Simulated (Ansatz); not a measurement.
BaCuSF:
```cif
data_Ba2Cu2F2S2
_chemical_formula_sum 'Ba2 Cu2 S2 F2'
_space_group_name_H-M_alt 'P 1'
_space_group_IT_number 1
_cell_length_a 4.09287
_cell_length_b 4.09287
_cell_length_c 9.06821
_cell_angle_alpha 90.000
_cell_angle_beta 90.000
_cell_angle_gamma 90.000
loop_
_space_group_symop_operation_xyz
  'x, y, z'
loop_
_atom_site_label
_atom_site_type_symbol
_atom_site_fract_x
_atom_site_fract_y
_atom_site_fract_z
_atom_site_occupancy
Ba1 Ba 0.00000 0.50000 0.82095 1
Ba2 Ba 0.50000 0.00000 0.17905 1
Cu1 Cu 0.50000 0.50000 0.50000 1
Cu2 Cu 0.00000 0.00000 0.50000 1
S1 S 0.00000 0.50000 0.35675 1
S2 S 0.50000 0.00000 0.64325 1
F1 F 0.50000 0.50000 0.00000 1
F2 F 0.00000 0.00000 0.00000 1
```

Relaxed with r²SCAN. The program Ansatz at the r²SCAN level (PAW) gives a gap of 1.86 eV.

### Question
What gap does HSE06 give on the same cell (Ansatz, PAW)?

### Answer
2.77 eV, 0.91 eV more. The hybrid was solved on a coarser mesh and at special points; the gap given is the minimum over both.

| k | v1 r²SCAN | c1 r²SCAN | v1 HSE06 | c1 HSE06 |
|---|---|---|---|---|
| Γ | 0.00 | 1.86 | 0.00 | 2.77 |
| Z | -0.01 | 2.11 | [?] | [?] |
| M | -1.08 | 3.44 | -1.60 | 4.29 |
| A | -1.08 | 3.63 | [?] | [?] |
| R | -0.58 | 2.81 | [?] | [?] |
| X | -0.59 | 2.65 | [?] | [?] |

### Question
Top valence (v1) and lowest conduction level (c1) in eV from each method's valence maximum (which need not be a listed point): supply the withheld HSE06 values.

### Answer

- X, v1 HSE06: -0.75
- X, c1 HSE06: 3.58
- R, v1 HSE06: -0.73
- R, c1 HSE06: 3.76
- Z, v1 HSE06: -0.01
- Z, c1 HSE06: 2.95
- A, v1 HSE06: -1.60
- A, c1 HSE06: 4.47

Cost on shared cores: the r²SCAN run (SCF on a 7×7×3 mesh, then bands and DOS) roughly 3 core-minutes, the HSE06 run (SCF on 4×4×2, then a few points) around 6 core-minutes (rough); the tasks are unlike.

Space group P4/nmm. The first step of the workflow began from a Materials Project structure, measured or hypothetical; the Crystallography Open Database copy checked does not list it. Its standing as an ambient phase is unchecked. The r²SCAN relaxation kept the symmetry of its start; its stability against distortions is not shown here. No spin polarisation was allowed. No Hubbard U is applied. Scalar-relativistic: spin–orbit coupling is off unless named, which matters more the heavier the elements.

Potentials: the later of the program's two PAW sets.
